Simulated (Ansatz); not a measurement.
This guess for B₄F is about to be relaxed.

```
B F
1.0
     1.84628   -1.30519    0.00000
     1.84628    1.30519    0.00000
    -0.73646    0.00000    8.28071
B F
4 1
Direct
  0.61306 0.61306 0.82195
  0.19871 0.19871 0.60595
  0.80129 0.80129 0.39405
  0.38694 0.38694 0.17805
  0.00000 0.00000 0.00000
```

Method: DFT PBE, scalar-relativistic, plane waves, PAW in Ansatz. Cutoff 420 eV, Gaussian smearing, Γ-centred meshes. Cell and atoms relax first on a coarse mesh and then on a finer one. In between, the cell is made exact in the group found at 0.06 Å. In metals the finer mesh still leaves noise of several meV/atom or more. The steps can't lower the symmetry of their start. No spin polarisation.

A guess keeps its type if space group and coordination stay and the shape of the cell changes little (axis ratios within about 15 %, angles within 6°); the volume may change.

**Question.** Will the relaxed cell still be of the starting type?

**Answer.** It doesn't keep its type. The symmetry stays C2/m (No. 12). The volume per atom stays near 7.9 Å³. The shortest distance goes from 1.96 Å (B–F) to 1.55 Å (B–F). Counting neighbours within 15 % of an atom's shortest distance, the start has B 4/10, F 6 and the end B 3/4, F 2. In detail, at the end around B on its first site lie 1 F at 1.55 Å, 2 B at 1.73 Å and 1 B at 1.89 Å; B on its second site has 3 B at 1.70–1.73 Å and 1 B at 1.89 Å; around F lie 2 B at 1.55 Å.

```
B F
1.0
     2.08339   -1.51813    0.00000
     2.08339    1.51813    0.00000
    -0.64426    0.00000    6.28050
B F
4 1
Direct
  0.95900 0.95900 0.75395
  0.52282 0.52282 0.63503
  0.47718 0.47718 0.36497
  0.04100 0.04100 0.24605
  0.00000 0.00000 0.00000
```

The last run used a 16×16×6 mesh (in the run's order of axes) for its 5-atom cell and Gaussian smearing of 0.10 eV. The cell is a metal run without spin; a magnetic state may lie lower. A structure relaxed within its symmetry needn't be a true minimum.

In counts of neighbours, a slash parts the counts of unlike sites.
